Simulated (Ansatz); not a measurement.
GeSb$_{2}$Te$_{4}$: energy along a strain

GeSb$_{2}$Te$_{4}$, I-4m2, a = 6.014 Å, c = 11.887 Å. The structure is a Materials Project entry; whether it is the stable form wasn't checked. Ansatz: PBEsol, PAW, 420 eV, Γ-centred 10×10×10 mesh on 7 atoms, Gaussian smearing 0.15 eV; no spin polarisation. Cell vectors (Å): -3.007 3.007 5.944; 3.007 -3.007 5.944; 3.007 3.007 -5.944. The cell is strained by x per cent times the pattern (1 0 0 0 0 0) in the order xx yy zz yz xz xy (engineering shears), with fractional coordinates held. y is the free energy over the start, V0 = 30.709 Å³/atom.

| x (%) | y (meV/atom) |
| --- | --- |
| -6.00 | ? |
| -4.50 | 29.78 |
| -3.00 | 12.43 |
| 0.00 | 0.00 |
| 1.50 | 2.50 |
| 4.50 | 20.15 |
| 6.00 | 33.91 |

Task: Fit y = c2 x² + c3 x³ to the other rows, get the stiffness along the pattern, and predict the missing energy.

Result: Least squares on the rows shown. y = 1.2394 x² − 0.050404 x³. The clamped-ion stiffness p·C·p = 2 × 12.39 eV × 160.2 / 30.709 Å³ = 129 GPa, which is C11 in these axes. At x = -6.00 the fit asked for gives 55.51 meV/atom. The run gave 56.34 meV/atom, so the fit is 0.83 meV/atom too low, 1.5 % of the span of the series, against an rms of 0.19 meV/atom on the fitted rows. The row lies outside the fitted range. With a term in x⁴ added, a fit to the same known rows predicts 56.73 meV/atom, a smaller miss on the other side.